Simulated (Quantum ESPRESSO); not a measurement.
## Kohn-Sham bands of ZrN (P-3m1)

```
CELL_PARAMETERS angstrom
      3.20902     0.00000     0.00000
     -1.60451     2.77909     0.00000
      0.00000     0.00000     5.51692
ATOMIC_POSITIONS crystal
  Zr 0.66667 0.33333 0.74527
  Zr 0.33333 0.66667 0.25473
  N  0.00000 0.00000 0.00000
  N  0.00000 0.00000 0.50000
```

Structure: Materials Project mp-1014160, symmetrised, not relaxed again. Not found in the COD (Crystallography Open Database) copy used, which has the formula in other groups; not checked further. Method: PBEsol plane waves in Quantum ESPRESSO 7.5 (PseudoDojo norm-conserving files, 68 Ry, no spin polarisation, no spin-orbit coupling), Bloch states on a 12×12×6 mesh through Γ, Wannier90 4.0.1. Density: 12×12×6 mesh, cold smearing 0.01 Ry.

Question: List the Kohn-Sham levels between −8 and 3.0 eV relative to the Fermi level at the high-symmetry points, as a band run of pw.x on that density gives them (levels within 2 meV counted together).

Answer: 
```
point  k (reciprocal lattice)                                                                    levels (eV)
-----  ----------------------  -----------------------------------------------------------------------------
Γ           0.000 0.000 0.000  -7.31, -4.31 (×2), -3.18 (×2), -1.34, -0.53, 0.52 (×2), 1.48 (×2), 1.81, 1.85
M           0.500 0.000 0.000                    -6.96, -5.18, -5.03, -4.97, -2.77, -2.43, -1.99, 2.33, 2.34
K           0.333 0.333 0.000                                -5.35, -5.23 (×2), -4.96 (×2), -2.87, 0.16 (×2)
A           0.000 0.000 0.500         -5.23, -4.91, -4.15 (×2), -3.77 (×2), 1.64, 1.75, 2.37 (×2), 2.47 (×2)
L           0.500 0.000 0.500                          -5.60, -5.46, -4.91, -4.79, -4.15, -3.82, -0.17, 0.09
H           0.333 0.333 0.500                     -6.28 (×2), -4.46, -4.36, -3.64 (×2), 0.48 (×2), 2.62 (×2)
```
